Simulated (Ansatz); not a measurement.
## ScAl: a fit and a missing row

ScAl, Cmcm, a = 3.368 Å, b = 11.037 Å, c = 4.341 Å. The structure is a Materials Project entry; whether it is the stable form wasn't checked. Ansatz: r2SCAN, PAW, 500 eV, Γ-centred 10×10×12 mesh on 4 atoms, Gaussian smearing 0.10 eV; no spin polarisation. Shape and atoms are relaxed at each volume; pressure is positive in compression.

| V (Å³/atom) | P (GPa) |
| --- | --- |
| 18.960 | 5.26 |
| 19.565 | 2.44 |
| 20.170 | -0.02 |
| 20.775 | -2.16 |
| 21.380 | ? |

Task: Take V0 = 20.170 Å³/atom, count pressures from its P0 = -0.02 GPa, fit the third-order Birch–Murnaghan form to the other rows, and predict the missing pressure.

Result: With the Eulerian strain f = ½[(V0/V)^(2/3) − 1] and y = (P − P0)/[3f(1 + 2f)^(5/2)], the form is the line y = B0 + 1.5 B0 (B0′ − 4) f. Rows (f, y): 0.02105, 75.4; 0.01026, 76.0; -0.00975, 76.9. Means f = 0.007187, y = 76.100; Σ(Δf)² = 0.0004885, ΣΔfΔy = -0.02356; the slope is their ratio. y = 76.45 − 48.23 f GPa, so B0 = 76.5 GPa and B0′ = 4 + 2 × (-48.23)/(3 × 76.45) = 3.58. At V = 21.380, f = -0.01905, y = 77.37 and P = -4.03 GPa. The run gave -4.01 GPa, so the fit is 0.02 GPa too low, a small miss on the scale of the series. The form still works here, 33 % of the fitted range beyond its end.